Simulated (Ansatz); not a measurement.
Input:

SnAs:
```
CELL_PARAMETERS angstrom
      0.00000     2.87412     2.87412
      2.87412     0.00000     2.87412
      2.87412     2.87412     0.00000
ATOMIC_POSITIONS crystal
  Sn 0.00000 0.00000 0.00000
  As 0.50000 0.50000 0.50000
```

This is the r²SCAN-relaxed structure.

### Question
All from r²SCAN (plane waves, PAW; program Ansatz), unless another level is named. Predict the electronic character.

### Answer
metallic (no gap).

### Question
Predict the density of states at the Fermi level.

### Answer
0.33 states/eV per atom (mean over ±0.08 eV).

### Question
And the gap with spin–orbit coupling?

### Answer
none (metallic).

Space group Fm-3m (rock salt). The workflow started from an entry of the Crystallography Open Database (COD). Whether it is the stable phase at ambient conditions was not checked. The r²SCAN relaxation kept the symmetry of its start; whether a distortion lowers the energy is not shown. Spin–orbit coupling is left out wherever it is not named.

Potentials: the later of the program's two PAW sets.
